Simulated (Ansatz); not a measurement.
Method: Ansatz 0.2.0, DFT, PBEsol, plane waves (420 eV) with PAW, scalar-relativistic. (PAW data from PBE, frozen cores regenerated.)

An element in the fcc structure gives this curve. The cell is scaled uniformly from the relaxed one, with fractional coordinates and shape fixed. Energies are extrapolated to zero smearing, pressures are those at the given smearing. Magnetic state: spin not included.

| V (Å³/atom) | E − E₀ (meV/atom) | P (GPa) |
| --- | --- | --- |
| 15.988 | 163.5 | 27.28 |
| 16.715 | 66.3 | 16.32 |
| 17.442 | 14.3 | 7.24 |
| 18.169 | 0.1 | -0.33 |
| 18.895 | 17.1 | -6.62 |
| 19.622 | 60.3 | -11.84 |
| 20.349 | 125.1 | -16.17 |

(1) Which element is it?
A. titanium
B. niobium
C. lithium
D. selenium

## Answers

(1) B. Its fit is V₀ = 18.11 Å³/atom, B₀ = 174 GPa, B₀′ = 3.6.
